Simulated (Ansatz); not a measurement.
MgO:
```
CELL_PARAMETERS angstrom
      5.56536     0.00000     0.00000
      0.00000     5.56536     0.00000
      0.00000     0.00000     3.29260
ATOMIC_POSITIONS crystal
  Mg 0.32098 0.67902 0.00000
  Mg 0.67902 0.32098 0.00000
  Mg 0.82098 0.82098 0.50000
  Mg 0.17902 0.17902 0.50000
  O  0.31675 0.31675 0.00000
  O  0.68325 0.68325 0.00000
  O  0.18325 0.81675 0.50000
  O  0.81675 0.18325 0.50000
```

Relaxed with PBE. Special points in fractions of this cell's reciprocal vectors: Γ (0.000, 0.000, 0.000); X (0.000, 0.500, 0.000); M (0.500, 0.500, 0.000); Z (0.000, 0.000, 0.500); R (0.000, 0.500, 0.500); A (0.500, 0.500, 0.500).

Task: List the band energies nearest the valence-band maximum at these points for DFT-PBE in the program Ansatz with PAW potentials.

Result: In eV from the valence-band maximum; about four levels below and three above (degenerate sets whole), none deeper than 8.9 eV; points with the same levels are listed once.

| k | below | above |
|---|---|---|
| Γ | -0.30 -0.04 -0.04 -0.01 | 3.38 8.28 8.36 |
| X | -0.30 -0.30 -0.27 -0.27 | 5.52 5.52 8.00 8.00 |
| M | -0.41 -0.41 -0.36 -0.36 | 6.55 6.55 6.66 6.66 |
| Z | -0.76 -0.76 -0.50 -0.50 | 7.70 7.70 8.83 8.83 |
| R | -0.57 -0.57 -0.21 -0.21 | 7.91 7.91 8.01 8.01 |
| A | -0.52 -0.52 -0.42 -0.42 | 7.13 7.13 7.84 7.84 |

Space group P4_2/mnm. The start of the workflow was typed in or built on a structure type; neither database checked (COD, Materials Project) lists it. It is not the phase usual at ambient conditions (space group No. 225). Symmetry was held in the PBE relaxation; its stability against distortions is not shown here.

Potentials: the later of the program's two PAW sets.
